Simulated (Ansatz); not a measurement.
Input:

BaCu₂S₂:
```cif
data_Ba2Cu4S4
_chemical_formula_sum 'Ba2 Cu4 S4'
_space_group_name_H-M_alt 'I4/mmm'
_space_group_IT_number 139
_space_group_name_Hall '-I 4 2'
_cell_length_a 3.88800
_cell_length_b 3.88800
_cell_length_c 12.64128
_cell_angle_alpha 90.000
_cell_angle_beta 90.000
_cell_angle_gamma 90.000
loop_
_atom_site_label
_atom_site_type_symbol
_atom_site_symmetry_multiplicity
_atom_site_Wyckoff_symbol
_atom_site_fract_x
_atom_site_fract_y
_atom_site_fract_z
_atom_site_occupancy
Ba1 Ba 2 a 0.00000 0.00000 0.00000 1
Cu1 Cu 4 d 0.00000 0.50000 0.25000 1
S1 S 4 e 0.00000 0.00000 0.35984 1
```
(The calculation used a cell of 5 atoms; values per cell refer to that cell.)

This is the r²SCAN-relaxed structure.

### Question
All from r²SCAN in the plane-wave PAW code Ansatz, unless another level is named. Estimate the band gap.

### Answer
0.74 eV (direct).

### Question
What about the electron effective mass?

### Answer
0.20, 0.20, 2.1 mₑ (principal values).

### Question
What about the weight of the valence-edge state by species (Voronoi cells)?

### Answer
Cu 52 %, S 45 %, Ba 3 %.

### Question
And the weight of the conduction-edge state by species (Voronoi cells)?

### Answer
Ba 68 %, S 24 %, Cu 9 %.

The first step of the workflow began from a Materials Project structure, measured or hypothetical; the Crystallography Open Database copy checked does not list it. COD files the formula under space group No. 33, 62, so this cell is another polymorph or a model. Its standing as an ambient phase is unchecked. The r²SCAN relaxation kept the symmetry of its start; whether a distortion lowers the energy is not shown. No spin polarisation was allowed. Spin–orbit coupling is left out wherever it is not named.

Potentials: the later of the program's two PAW sets.
